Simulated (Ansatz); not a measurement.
GeS$_{2}$ (rutile), relaxed with PBEsol (Ansatz, a quantum-chemistry and plane-wave program, plane waves, PAW): a = 5.7828 Å, b = 5.7828 Å, c = 3.4955 Å, α = 90.00°, β = 90.00°, γ = 90.00°.

```
Item            Result
--------------  ------
ΔH_f (eV/atom)   -0.06
```

The same phase is relaxed and computed with PBE in the same code. What are the cell and these values now?

a = 5.998 Å, b = 5.998 Å, c = 3.473 Å, α = 90.00°, β = 90.00°, γ = 90.00°.

- ΔH_f (eV/atom): 0.01

Constructed cells (a structure type filled with these elements, in neither database checked): GeS2, rutile. Unstable at this level: GeS2, rutile with PBEsol. All cells were relaxed under the symmetry of their starts (and spin orders); stability against distortions was not tested throughout. Scalar-relativistic: spin–orbit coupling is off unless named, which matters more the heavier the elements.

Potentials: the later of the program's two PAW sets.

Ansatz is a plane-wave DFT program.

Formation energies count from the lowest solids of the elements computed at the same level, not from gases.
